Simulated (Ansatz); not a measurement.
A geometry of TiC away from equilibrium: the start of the relaxation of a relaxed TiC cell displaced along its unstable phonon at q = (½, 0, 0) of its primitive reciprocal cell (66i cm⁻¹), largest move 0.15 Å. Level of theory: PBE (plane waves to 420 eV, PAW, scalar-relativistic; Ansatz, a quantum-chemistry and plane-wave program). Γ-centred k-mesh 4×8×12 on the run's cell (coarser than for final values), Fermi–Dirac smearing 0.05 eV.

```xyz
8
Lattice="8.0287 0.0000 0.0000 0.0000 4.0144 0.0000 0.0000 0.0000 2.6868" Properties=species:S:1:pos:R:3 pbc="T T T"
Ti     0.0207     0.0000    -0.0879
Ti     3.9937     0.0000     0.0879
Ti     1.9950     2.0072     0.1495
Ti     6.0337     2.0072    -0.1495
C      0.0469     2.0072     1.9061
C      3.9674     2.0072     1.9933
C      1.9796     0.0000     0.8113
C      6.0491     0.0000     0.6628
```

Task: Give the Cartesian forces on all atoms (eV/Å).

Result: 
| atom | Fx | Fy | Fz |
|---|---|---|---|
| Ti1 | 0.10 | 0.00 | -0.06 |
| Ti2 | 0.05 | 0.00 | 0.05 |
| Ti3 | -0.08 | 0.00 | 0.11 |
| Ti4 | -0.06 | 0.00 | -0.12 |
| C5 | -0.04 | 0.00 | 0.02 |
| C6 | 0.01 | 0.00 | 0.05 |
| C7 | 0.03 | 0.00 | 0.00 |
| C8 | 0.00 | 0.00 | -0.05 |

Task: What is the pressure?

Result: -0.2 GPa, compression positive.

Task: How much energy per atom can still be gained by relaxing?

Result: 0.89 eV/atom; the path ends in Fm-3m (No. 225) (rock salt type).

No spin polarisation in the result.

The run could not lose the symmetry of its start.

Of the parent cell (P4/nmm (No. 129)): it is a generated cell of TiC: the first start was made by placing the elements on the sites of a structure type, and the end was not matched to a known phase here, so it may be hypothetical. Known forms of TiC include space group No. 225.
